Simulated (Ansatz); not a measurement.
Starting cell, MgS (rock salt):

```yaml
crystal:
  lattice:
    - [0.00000, 2.60157, 2.60157]
    - [2.60157, 0.00000, 2.60157]
    - [2.60157, 2.60157, 0.00000]
  atoms:
    - { symbol: S, position: [0.00000, 0.00000, 0.00000] }
    - { symbol: Mg, position: [0.50000, 0.50000, 0.50000] }
```

In each cell atom 2 (Mg, nearest neighbour S at 2.602 Å; its periodic images, 3.7 Å or more away, move with it) moves by s·(1.000, 0.000, 0.000) (along Cartesian x), the rest being held.

Calculation: r2SCAN (plane waves to 500 eV, PAW, scalar-relativistic; Ansatz, an electronic-structure program). k mesh 9×9×9 (Γ-centred), Fermi-Dirac smearing 0.05 eV. E stands for the smeared free energy. MgS was relaxed with its symmetry unable to fall. The zero of ΔE is the undisplaced structure.

```
s (Å)   ΔE (meV/cell)
------  -------------
-0.260          116.5
-0.208       withheld
-0.156           37.3
-0.104           15.9
-0.052            3.9
0.000             0.0
0.052             3.9
0.104            15.9
0.156            37.3
0.208        withheld
0.260           116.5
```

Fit an even polynomial form (powers 2, 4) to the given rows and predict ΔE at s = -0.208.

Least squares on the 9 given rows: ΔE = (1425)·s² + (4419)·s⁴, in meV/cell with s in Å; root-mean-square residual 0.02 meV/cell. At -0.208 the fit gives 69.9 meV/cell; the calculation gives 69.8 meV/cell, so the interpolation is off by 0.1 (+0.1 %). The quadratic term alone would give 61.7 meV/cell.

(A displaced cell: forces are minus the slopes of the energy, force constants its curvatures, and phonons follow from these.)
